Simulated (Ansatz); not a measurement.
Method: DFT PBE, scalar-relativistic, plane waves, PAW in Ansatz 0.2.0. Cutoff 420 eV, Γ-centred meshes of about 0.25 Å⁻¹ or finer for metals and 0.3 Å⁻¹ for insulators (2π included), Gaussian smearing. No spin polarisation.

All energies are static (0 K, no zero-point motion).

Two forms of Ca5GeN2 were relaxed alike.

A.

```cif
data_structure
_symmetry_space_group_name_H-M 'I4/mmm'
_symmetry_Int_Tables_number 139
_cell_length_a 4.7861
_cell_length_b 4.7861
_cell_length_c 15.6424
_cell_angle_alpha 90.000
_cell_angle_beta 90.000
_cell_angle_gamma 90.000
_cell_volume 358.32
loop_
_atom_site_label
_atom_site_type_symbol
_atom_site_symmetry_multiplicity
_atom_site_Wyckoff_symbol
_atom_site_fract_x
_atom_site_fract_y
_atom_site_fract_z
_atom_site_occupancy
Ca1 Ca 2 b 0.50000 0.50000 0.00000 1
Ca2 Ca 8 g 0.00000 0.50000 0.35786 1
Ge1 Ge 2 a 0.00000 0.00000 0.00000 1
N1 N 4 e 0.50000 0.50000 0.15616 1
```

B.

```cif
data_structure
_symmetry_space_group_name_H-M 'I4/mcm'
_symmetry_Int_Tables_number 140
_cell_length_a 7.0232
_cell_length_b 7.0232
_cell_length_c 13.2537
_cell_angle_alpha 90.000
_cell_angle_beta 90.000
_cell_angle_gamma 90.000
_cell_volume 653.74
loop_
_atom_site_label
_atom_site_type_symbol
_atom_site_symmetry_multiplicity
_atom_site_Wyckoff_symbol
_atom_site_fract_x
_atom_site_fract_y
_atom_site_fract_z
_atom_site_occupancy
Ca1 Ca 16 l 0.34320 0.15680 0.11985 1
Ca2 Ca 4 c 0.00000 0.00000 0.00000 1
Ge1 Ge 4 a 0.50000 0.50000 0.25000 1
N1 N 8 h 0.16970 0.33030 0.00000 1
```

Task: Which form is favoured at zero pressure, and by what margin per atom?

Result: B is lower, by 73 meV/atom. A has space group I4/mmm (No. 139), 22.4 Å³/atom and a gap of 0.32 eV on its mesh; B has space group I4/mcm (No. 140), 20.4 Å³/atom and no gap. Counting Ge or N atoms around Ca (for each partner element, those within 1.25 times its shortest distance or 1.15 times the sum of covalent radii, where it is the nearest in units of that sum or under 1.3; a plus sign parts groups by distance over the sum of covalent radii; a slash parts the counts of unlike sites), A has Ca 2+2/2+4 and B has Ca 5/6. The denser one is the lower, and pressure would at first widen the difference. Both come from trial cells of a structure search, whose lowest cell (Cmmm, 22.0 Å³/atom) lies 73 meV/atom below the lower of the two.

Kohn–Sham gaps at this level usually fall short of measured ones. Small gaps are read on the mesh alone, and bands can cross between its points. Cells relaxed within their symmetry can be saddle points. Some candidate types were left out of the draw beforehand, so a known form may be missing.
